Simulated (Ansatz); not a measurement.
Starting cell, Al (fcc, Cu type):

```
CELL_PARAMETERS angstrom
      4.03999     0.00000     0.00000
      0.00000     4.03999     0.00000
      0.00000     0.00000     4.03999
ATOMIC_POSITIONS crystal
  Al 0.00000 0.00000 0.00000
  Al 0.50000 0.50000 0.00000
  Al 0.50000 0.00000 0.50000
  Al 0.00000 0.50000 0.50000
```

Scan: atom 4 (Al, nearest neighbour Al at 2.857 Å; its periodic images, 4.0 Å or more away, move with it) is displaced along Cartesian [110], direction (0.707, 0.707, 0.000) in Cartesian axes, by s. The other atoms stay.

All values below come from PBE (plane waves to 420 eV, PAW, scalar-relativistic; Ansatz, a first-principles code). k mesh 9×9×9 (Γ-centred), Fermi-Dirac smearing 0.05 eV. E stands for the smeared free energy. With partly filled bands, energies and forces of such displacements shift with the k mesh and the smearing. F∥ is the force on the atom along that direction. On this mesh the relaxed cell isn't quite at rest: it carries a pressure of 0.2 GPa (compression positive) at the zero of the scan. Al was relaxed with its symmetry unable to fall. The PAW data are Ansatz's earlier set. The zero of ΔE is the undisplaced structure.

| s (Å) | F∥ (eV/Å) | ΔE (meV/cell) |
|---|---|---|
| -0.570 | 3.833 | ? |
| -0.456 | ? | ? |
| -0.342 | 1.773 | 278 |
| -0.228 | 1.074 | ? |
| -0.114 | 0.506 | 29 |
| 0.000 | 0.000 | 0 |
| 0.114 | -0.506 | 29 |
| 0.228 | -1.074 | ? |
| 0.342 | -1.773 | 278 |
| 0.456 | ? | ? |
| 0.570 | -3.833 | ? |

Problem. Complete the blanks.

Solution. 
- -0.570, ΔE (meV/cell): 896
- -0.456, F∥ (eV/Å): 2.659
- -0.456, ΔE (meV/cell): 529
- -0.228, ΔE (meV/cell): 118
- 0.228, ΔE (meV/cell): 118
- 0.456, F∥ (eV/Å): -2.659
- 0.456, ΔE (meV/cell): 529
- 0.570, ΔE (meV/cell): 896

(For displaced atoms, the force is minus the slope of the energy, and its curvature is a force constant, which sets phonon frequencies.)
